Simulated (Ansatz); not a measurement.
Input:

Sb2Pt:
```
Sb2Pt
1.0
    6.46429     0.00000     0.00000
    0.00000     6.46429     0.00000
    0.00000     0.00000     6.46429
Pt Sb
4 8
Direct
  0.00000   0.00000   0.00000
  0.50000   0.00000   0.50000
  0.50000   0.50000   0.00000
  0.00000   0.50000   0.50000
  0.37574   0.37574   0.37574
  0.12426   0.62426   0.87574
  0.87574   0.12426   0.62426
  0.62426   0.87574   0.12426
  0.62426   0.62426   0.62426
  0.87574   0.37574   0.12426
  0.12426   0.87574   0.37574
  0.37574   0.12426   0.87574
```

This is the HSE06-relaxed structure.

Task: All from DFT-HSE06 in the program Ansatz with PAW potentials, unless another level is named. Predict the gap with spin–orbit coupling.

Result: 0.16 eV (at the special points and the edges found without it).

Task: What about the smallest direct gap on the standard path?

Result: 0.38 eV.

Task: Next, the band gap?

Result: 0.11 eV (indirect).

Task: Predict the conduction-band minimum.

Result: at Γ.

Space group Pa-3. The HSE06 relaxation kept the symmetry of its start. No spin polarisation was allowed. The hybrid was solved on a coarse mesh, the path and, where they were found, the r²SCAN edge points; its band edges are the extreme levels among these. Spin–orbit coupling is left out wherever it is not named.

Potentials: the later of the program's two PAW sets.
